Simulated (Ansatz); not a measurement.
# Ansatz 0.2.0, relaxation: NaReS2

The command:

```bash
ansatz run input.yaml --threads 2 --pin off --max-ram 3584MiB --backend cpu --events-out ev --progress --plain --runs-dir out
```

Input:

```yaml
crystal:
  lattice:
    - [1.740355, 3.014381, 0.0]
    - [-1.740355, 3.014381, 0.0]
    - [-1.740355, 1.00479, 6.883157]
  atoms:
    - { symbol: Re, position: [0.0, 0.0, 0.0] }
    - { symbol: Na, position: [0.5, 0.0, 0.5] }
    - { symbol: S, position: [0.274, 0.452, 0.822] }
    - { symbol: S, position: [0.726, 0.548, 0.178] }
  symmetry: { tolerance: 0.0003 }
kpoints:
  mp_grid: { grid: [7, 7, 7], shift: [0, 0, 0] }
magnetization:
  spin_polarized: false
scf:
  occupations: { method: fermi_dirac }
  lower_state_search: "off"
hamiltonian:
  pseudopotentials: { kind: paw }
  xc: lda
basis:
  ecutwfc: 420
  fft_grid_basis: typed
relax:
  max_steps: 60
  cell: { p_target: 0.0 }
  f_tol: 0.03
output:
  forces: true
  stress: true
  eigenvalues: true
  bader: true
  populations: true
  elf: true
  write_potential: true
  volumetric_format: npy
  dos:
    e_range: [-12, 8]
    de: 0.05
    projected: { site_lists: { Na: [Na], Re: [Re], S: [S] } }
  write_density: true
checkpoint:
  read: saved_state
```

Origin of the cell: a known structure type with other elements, at an estimated volume, so it need not be a known compound.

The smearing width isn't typed, so it takes its default of 0.1 eV.

The saved state is a converged single point of the same cell.

Output (shortened):

```
Warning: crystal.lattice misses the space group found at crystal.symmetry.tolerance 3.0e-4 in a digit that the deck types, which is why this is a warning: making the lattice exact moves one o […]
Pseudopotentials: kind: paw
Pseudopotential: Re, paw, valence charge 15, recommended cutoff 420 eV (normal), Re.paw.azcp
Pseudopotential: Na, paw, valence charge 9, recommended cutoff 420 eV (normal), Na.paw.azcp
Pseudopotential: S, paw, valence charge 6, recommended cutoff 420 eV (normal), S.paw.azcp
Functional definition: SPW92
  exchange = slater_x
  correlation = pw_c
Crystal: 4 atoms, lattice volume = 72.219 Å³
Basis set: ecut = 420 eV, 1409 PW (Γ)
Bands: 22, of which v1, the nominal top of the filled ones, is band 18 counted from 1 (17 counted from 0)
Symmetry: 12 space group operations
Space group: R-3m (ITA 166), of the structure as read, at distance tolerance 1.2e-3 Å
k-points: 44 of 343
[… 10 lines left out …]
Initial density: read from a saved state, or passed on in memory by an earlier SCF of this step, an earlier step, the calling program or the single point that the run made first
Functional: x = slater, c = lda
SCF iter   1: F=—  HF=-13814.921879 eV  Δρ=1.89e-3  dr2=6.38e-3
SCF iter   2: F=—  HF=-13814.921171 eV  Δρ=1.06e-3  dr2=8.47e-4
SCF iter   3: F=—  HF=-13814.921049 eV  Δρ=5.86e-4  dr2=6.56e-4
SCF iter   4: F=—  HF=-13814.920944 eV  Δρ=1.78e-4  dr2=2.86e-5
SCF iter   5: F=—  HF=-13814.920936 eV  Δρ=5.98e-5  dr2=1.37e-6
SCF iter   6: F=—  HF=-13814.920935 eV  Δρ=1.26e-5  dr2=1.28e-7
SCF iter   7: F=-13814.920935 eV  HF=-13814.920935 eV  Δρ=2.58e-6  dr2=6.12e-9
relax step   1: F+E_penalty+E_count = -13814.920935 eV  Δ(F+E_penalty+E_count) = +0.000e0 eV  max|allowed force component| = 1.375e0 eV/Å  Δτ_max = 0.0000 Å  P = +3.225 GPa  Ω = 72.219 Å³  (7 […]
relax step   2: F+E_penalty+E_count = -13815.141338 eV  Δ(F+E_penalty+E_count) = -2.204e-1 eV  max|allowed force component| = 2.818e-1 eV/Å  Δτ_max = 0.1248 Å  P = -1.243 GPa  Ω = 70.012 Å³ […]
relax step   3: F+E_penalty+E_count = -13815.173720 eV  Δ(F+E_penalty+E_count) = -3.238e-2 eV  max|allowed force component| = 1.430e-2 eV/Å  Δτ_max = 0.0835 Å  P = +0.670 GPa  Ω = 66.416 Å³ […]
relax step   4: F+E_penalty+E_count = -13815.182255 eV  Δ(F+E_penalty+E_count) = -8.535e-3 eV  max|allowed force component| = 3.985e-2 eV/Å  Δτ_max = 0.0030 Å  P = +0.051 GPa  Ω = 66.822 Å³ […]
relax step   5: F+E_penalty+E_count = -13815.222761 eV  Δ(F+E_penalty+E_count) = -4.051e-2 eV  max|allowed force component| = 1.491e-1 eV/Å  Δτ_max = 0.0255 Å  P = -1.454 GPa  Ω = 66.493 Å³ […]
relax step   6: F+E_penalty+E_count = -13815.229615 eV  Δ(F+E_penalty+E_count) = -6.854e-3 eV  max|allowed force component| = 2.896e-1 eV/Å  Δτ_max = 0.0116 Å  P = -1.095 GPa  Ω = 65.264 Å³ […]
relax step   7: F+E_penalty+E_count = -13815.180325 eV  Δ(F+E_penalty+E_count) = +4.929e-2 eV  max|allowed force component| = 9.156e-1 eV/Å  Δτ_max = 0.0885 Å  P = +2.952 GPa  Ω = 66.598 Å³ […]
relax step   8: F+E_penalty+E_count = -13815.239500 eV  Δ(F+E_penalty+E_count) = -9.885e-3 eV  max|allowed force component| = 1.727e-2 eV/Å  Δτ_max = 0.0168 Å  P = -0.228 GPa  Ω = 65.577 Å³ […]
relax step   9: F+E_penalty+E_count = -13815.240264 eV  Δ(F+E_penalty+E_count) = -7.638e-4 eV  max|allowed force component| = 9.847e-4 eV/Å  Δτ_max = 0.0018 Å  P = -0.020 GPa  Ω = 65.498 Å³ […]
relax step  10: F+E_penalty+E_count = -13815.240272 eV  Δ(F+E_penalty+E_count) = -8.080e-6 eV  max|allowed force component| = 1.576e-4 eV/Å  Δτ_max = 0.0002 Å  P = +0.001 GPa  Ω = 65.489 Å³ […]
relax step  11: F+E_penalty+E_count = -13815.239303 eV  Δ(F+E_penalty+E_count) = +9.689e-4 eV  max|allowed force component| = 2.853e-4 eV/Å  Δτ_max = 0.0000 Å  P = -0.002 GPa  Ω = 65.489 Å³  stress off target by 6.45e-3 GPa […]
SCF 11 converged in 6 iterations: F = -13815.239303 eV  dr2 = 3.22e-11
basis re-selected at this cell: Δ(F+E_penalty+E_count) = +9.689e-4 eV, ΔP = -0.003 GPa vs the last step (what re-selecting the basis moved, of the pressure what is left beyond the Pulay corre […]
SCF converged after 6 iterations
Free energy (F): -13815.239303 eV
Harris-Foulkes:  -13815.239303 eV  (|F-HF|=3.27e-11)
Internal energy: -13815.172645 eV  (E = F + TS)
E sigma→0 (E₀):  -13815.205974 eV
Entropy (-TS):   -0.066658 eV (-16.664 meV/atom)
Fermi energy:    11.771626 eV
--- Per-component energies (eV) ---
  E_band       = -371.676695
  E_kinetic    = 882.837492
  E_local      = -2908.093932  (includes V_loc(G=0)·N_el)
  E_nonlocal   = 231.384391
  E_hartree    = 1077.203445
  E_xc         = -633.574098
  E_vxc        = -532.621032  (∫ρ·V_xc dr)
  E_paw        = -9784.478504  (= ΣΔE_a)
  E_vpaw       = -199.590428  (= ΣTr[D̂ρ^β])
  E_aug_tail   = -0.000069  (compensation charges beyond the density's cutoff)
  E_ewald      = -2681.217732
  E_core_change = 0.766361  (= ΣΔE_core)
  E_smearing   = -0.066658  (= −TS)
  Σ components = -13815.239303   (vs F -13815.239303, Δ=0.00e0)
--- Forces (eV/Å), atoms counted from 1 ---
  atom   1  Re    -0.000000    -0.000000     0.000000
  atom   2  Na    -0.000000     0.000000     0.000000
  atom   3  S     -0.000000     0.000000    -0.000285
  atom   4  S      0.000000    -0.000000     0.000285
  max |Σ_I F_I| component: 4.63e-18 eV/Å
--- Stress (GPa, compression-positive) ---
       -0.006450      -0.000000      -0.000000
       -0.000000      -0.006450      -0.000000
       -0.000000      -0.000000       0.005940
  P = ⅓ Tr σ = -0.0023 GPa (-0.023 kbar)
--- Relaxed structure (10 steps of the walk, 9 accepted, 1 SCFs on fresh bases) ---
  F+E_penalty+E_count = -13815.239303 eV   max|allowed force component| = 2.853e-4 eV/Å   (the final SCF, on the basis selected at the relaxed cell)
  cell:  # Å, volume = 65.4890 Å³
    - [1.631220, 2.825355, 7.525e-7]
    - [-1.631220, 2.825355, 7.525e-7]
    - [-1.631220, 0.941783, 7.104816]
  atoms:
    - { symbol: Re, position: [5.460e-19, -1.092e-18, 1.638e-18] }
    - { symbol: Na, position: [0.500000, 5.551e-17, 0.500000] }
    - { symbol: S, position: [0.262978, 0.474044, 0.788934] }
    - { symbol: S, position: [0.737022, 0.525956, 0.211066] }
--- Löwdin populations: 4 sites ---
  site symbol       q [e]
     0     Re     14.5826
     1     Na      8.4460
     2      S      6.3591
     3      S      6.3591
  spilling = 0.007032 (of n_electrons = 36.000000)
--- Bader charges: 4 sites ---
  site symbol  charge [e]  shift [e]
     0     Re      1.0346     0.0046
     1     Na      0.7765     0.0002
     2      S     -0.9055     0.0024
     3      S     -0.9055     0.0024
  estimated error of the sums over rays = 3.6e-4 e
```

Before:

Space group R-3m (No. 166); the run's cell has a = 3.481 Å, b = 3.481 Å, c = 7.171 Å, α = 75.95°, β = 90.00°, γ = 60.00°. Shortest distances: Re–S 2.35 Å, Na–S 2.99 Å, S–S 3.17 Å, Re–Re 3.48 Å, Na–Na 3.48 Å.

After:

Space group R-3m (No. 166); the run's cell has a = 3.262 Å, b = 3.262 Å, c = 7.350 Å, α = 77.18°, β = 90.00°, γ = 60.00°. Shortest distances: Re–S 2.41 Å, Na–S 2.79 Å, Re–Re 3.26 Å, Na–Na 3.26 Å, S–S 3.26 Å.

```yaml
Free_energy_lowered_by: 79.6 meV/atom
Volume_change: -9.32 %
Final_pressure: 0.00 GPa
Relaxation_steps_listed: 11
```

Caveats: no moments, though an odd count or open d shells may carry them; no spin-orbit coupling, though heavy elements are present; the k mesh is coarse if the cell is a metal; the relaxation held the start's symmetry, so the end may be a saddle point.

The run took 42 s on 2 threads of Arm Neoverse V1, on a shared host, peak memory 0.39 GiB, from a saved density.
